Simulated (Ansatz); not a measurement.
**CsCl-type BiS**

Computed with Ansatz (plane waves, PAW, 420 eV cutoff): PBE, scalar-relativistic, no spin polarisation, Γ-centred 10×10×10 mesh, 0.05 eV Gaussian smearing. The datasets are Ansatz's generated set soft_2.

```xyz
2
Lattice="3.5798 0.0000 0.0000 0.0000 3.5798 0.0000 0.0000 0.0000 3.5798" Properties=species:S:1:pos:R:3 pbc="T T T"
Bi    0.0000    0.0000    0.0000
S     1.7899    1.7899    1.7899
```

The structure was built from a prototype; whether the compound forms in it isn't claimed.

The run above is the reference. The same cell was run again with other input settings; several of them aren't fit for production, so the rows show the settings' effect and aren't properties of the material.

```tsv
keys changed	outcome	ΔE (meV/atom)	P (GPa)	gap on the mesh (eV)	cell moment (μB)	largest force component (eV/Å)	SCF iterations	rough core-seconds	new warnings
none (reference)	converged	0.0	0.0	metal	–	0.000	–	–	–
accuracy: "medium"; kpoints.mp_grid.grid: [10, 10, 10] → [3, 3, 3]	converged	51.8	-1.9	metal	–	0.000	6	0.4	–
basis.ecutwfc: 420 → "500 eV"	converged	-0.7	0.0	metal	–	0.000	6	1.5	–
scf.mixing.preconditioner: "kerker_dos"	converged	0.0	0.0	metal	–	0.000	6	0.9	–
scf.mixing.algorithm: "msr1"; scf.mixing.beta: 0.3	converged	0.0	0.0	metal	–	0.000	6	1.4	–
```

These changes also left energy (to 0.1 meV/atom), pressure, gap, moment and forces as in the reference: scf.algorithm: "density_mixing" | scf.n_extra_bands: 2 | scf.algorithm: "density_mixing"; basis.xc_grid: 4.

ΔE is the energy with the smearing extrapolated to zero. It is left out where the change alters the Hamiltonian or the spin treatment. The varied runs start from atomic densities (corrected by the program's trained start where that serves), with the default search for lower states unless a row changes it.

Question: What happens with these changes: kpoints.mp_grid.grid: [10, 10, 10] → [5, 5, 5]?

Answer: outcome converged, ΔE (meV/atom) 42.0, P (GPa) 0.2, gap on the mesh (eV) metal, largest force component (eV/Å) 0.000, SCF iterations 6, rough core-seconds 0.5.

Question: What happens with these changes: basis.ecutwfc: 420 → "200 eV"?

Answer: outcome converged, ΔE (meV/atom) 4493.6, P (GPa) 0.1, gap on the mesh (eV) metal, largest force component (eV/Å) 0.000, SCF iterations 6, rough core-seconds 0.6, new warnings cutoff below recommended.

Changing scf.mixing.preconditioner only steers the path to self-consistency, so the energy stays within 0.5 meV/atom.

Changing scf.algorithm only steers the path to self-consistency, so the energy stays within 0.5 meV/atom.

Of the reference: No spin–orbit coupling, a notable omission for heavy elements. The cell is a metal with an odd number of electrons, and spin polarisation wasn't tried.
